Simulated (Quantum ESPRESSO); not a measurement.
## Ti4O6NF (convergence and cost over cutoff and k mesh)

A calculation, not a measurement. The program is pw.x of Quantum ESPRESSO 7.5 (plane-wave density functional theory). The cell is made up: 12 atoms on a rutile lattice, with randomly drawn elements, strain and displacements, not relaxed. PseudoDojo standard norm-conserving files (v0.5 for PBE, v0.4.1 for LDA and PBEsol) set the functional; there is no spin polarisation, spin-orbit coupling or dispersion term, and the masses in the input are unused placeholders.

Input of the run in row 4:

```
&control calculation='scf', pseudo_dir='./dojo.nc.sr.pbe.v0_5.standard.upf', outdir='./o', disk_io='low', tprnfor=.true., tstress=.true. /
&system ibrav=0, nat=12, ntyp=4, nbnd=54, ecutwfc=84.00895049, nosym=.true., tot_charge=0,
 occupations='smearing', smearing='fd', degauss=0.0018374661
/
&electrons conv_thr=7.350e-09, electron_maxstep=60, /
ATOMIC_SPECIES
F 1.0 F.upf
N 1.0 N.upf
O 1.0 O.upf
Ti 1.0 Ti.upf
CELL_PARAMETERS angstrom
4.6966 0.0347 0.0276
0.0347 4.5952 -0.0152
0.0352 -0.0194 5.8163
ATOMIC_POSITIONS angstrom
Ti -0.0016 0.001 0.0238
Ti 2.3666 2.3053 1.5142
Ti 0.0371 -0.0183 2.9396
Ti 2.4143 2.2707 4.3768
O 1.4341 1.3726 0.1621
O 3.2753 3.2045 -0.048
O 3.7858 1.0057 1.4743
N 0.9629 3.7059 1.4458
O 1.4349 1.2991 2.8902
F 3.3611 3.2121 2.9314
O 3.7379 0.8668 4.4815
O 1.0121 3.6714 4.3069
K_POINTS automatic
5 5 4 1 1 1
```

The same cell was run at these settings. Meshes are shifted by half a step, and differences are from the last row, which is itself not exact.

| cutoff (eV) | k mesh | k points solved | threshold (eV) | free energy less the last row's (eV) | pressure (GPa) | largest stress difference (GPa) | largest force difference (eV/Å) | iterations | wall time (s) | k-point pools | processor |
| --- | --- | --- | --- | --- | --- | --- | --- | --- | --- | --- | --- |
| 800 | 2 x 2 x 2 | 4 | 1e-04 | 1.587 | -7.12 | 15.23 | 0.074 | 24 | 38 | 4 | Intel Xeon, older |
| 1143 | 2 x 2 x 2 | 4 | 1e-07 | 0.007 | 7.80 | 0.45 | 0.061 | 31 | 76 | 4 | Intel Xeon, older |
| 589 | 5 x 5 x 4 | 50 | 1e-07 | 18.863 | -85.11 | 93.26 | 0.297 | 26 | 202 | 4 | Intel Xeon, older |
| 1143 | 5 x 5 x 4 | 50 | 1e-07 | 0.003 | 7.83 | 0.04 | 0.002 | 22 | 454 | 4 | Intel Xeon, older |
| 1437 | 7 x 7 x 6 | 147 | 1e-07 | 0.000 | 7.86 | 0.00 | 0.000 | 22 | 1664 | 4 | Intel Xeon, older |

Each pool is one process. Wall times include start-up and a band step at six k points, which weighs most on the coarsest meshes. The runs were on shared virtual cores whose load varied, so times are rough.